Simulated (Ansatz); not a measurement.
## Bi: distorted cells

Level of theory: DFT PBEsol, scalar-relativistic, plane waves, PAW in Ansatz.

Settings: cutoff 420 eV, Γ-centred mesh 16×16×16 on the computed 1-atom cell, Gaussian smearing of 0.10 eV; no spin polarisation.

Reference cell:

```yaml
crystal:
  lattice:
    - [-4.25748, 4.25748, 1.43056]
    - [4.25748, -4.25748, 1.43056]
    - [4.25748, 4.25748, -1.43056]
  atoms:
    - { symbol: Bi, position: [0.00000, 0.00000, 0.00000] }
```

Each variant moves atoms of this cell by the vectors given, if any (Å), and then applies a symmetric strain (tensor components, Cartesian axes). The reference cell isn't relaxed at this level. Energies are per atom at zero smearing, counted from the lowest variant. Pressure is positive in compression.

1. strain (xx yy zz yz xz xy, %) 3.81 3.81 5.31 0.00 0.00 0.00
2. strain (xx yy zz yz xz xy, %) -3.13 -3.13 -1.63 0.00 0.00 0.00
3. strain (xx yy zz yz xz xy, %) 7.77 7.77 -1.23 0.00 0.00 0.00
4. strain (xx yy zz yz xz xy, %) 4.02 4.02 -4.98 0.00 0.00 0.00
5. strain (xx yy zz yz xz xy, %) -1.87 -1.87 7.13 0.00 0.00 0.00

```json
{"variant": "1", "ΔE (meV/atom)": "64.0", "P (GPa)": "-1.20", "space group": "I4/mmm"}
{"variant": "2", "ΔE (meV/atom)": "0.0", "P (GPa)": "0.32", "space group": "I4/mmm"}
{"variant": "3", "ΔE (meV/atom)": "3.8", "P (GPa)": "0.09", "space group": "I4/mmm"}
{"variant": "4", "ΔE (meV/atom)": "65.1", "P (GPa)": "1.30", "space group": "I4/mmm"}
{"variant": "5", "ΔE (meV/atom)": "102.8", "P (GPa)": "-1.73", "space group": "I4/mmm"}
```

Spin–orbit coupling is left out, which can shift energies with elements as heavy as these. Each cell of Bi holds chains, and where no dispersion correction was added their binding is poorly described.

This form isn't the element's structure at ambient conditions.